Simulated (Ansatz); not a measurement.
## Al: strain energy, fitted

Al, P6_3/mmc, a = 2.801 Å, c = 9.193 Å. This isn't the element's structure at ambient conditions. Ansatz: PBEsol+D3(BJ), PAW, 420 eV, Γ-centred 24×24×6 mesh on 4 atoms, Gaussian smearing 0.10 eV; no spin polarisation. Series: shear of c along a, cell held, atoms relaxed; x is the strain in per cent (engineering shear). y is the free energy over the unstrained cell, V0 = 15.616 Å³/atom. Symmetry makes y even in x.

| x (%) | y (meV/atom) |
| --- | --- |
| 0.0 | 0.00 |
| 1.0 | 0.14 |
| 2.0 | 0.63 |
| 3.0 | 1.50 |
| 4.0 | 2.69 |
| 6.0 | ? |

**Question.** Fit y = c2 x² + c4 x⁴ to the other rows, turn c2 into a modulus, and predict the missing energy.

**Answer.** Least squares on the rows shown. y = 0.1598 x² + 0.0005405 x⁴. In eV per unit strain² c2 is 1.598; this is the shear stiffness (E = ½ C V0 γ²): 2 × 1.598 × 160.2 / (15.616) = 33 GPa. With a term in x⁶ added, the coefficient of x² becomes 0.1430, 10 % less, which shows how far this figure hangs on the form. At x = 6.0 the fit asked for gives 6.45 meV/atom. The run gave 6.02 meV/atom, so the fit is 0.43 meV/atom too high, 7.1 % of the span of the series, against an rms of 0.02 meV/atom on the fitted rows. The row lies outside the fitted range. With a term in x⁶ added, a fit to the same known rows predicts 3.22 meV/atom, which misses by about as much or more on the other side: the known rows don't fix the higher terms.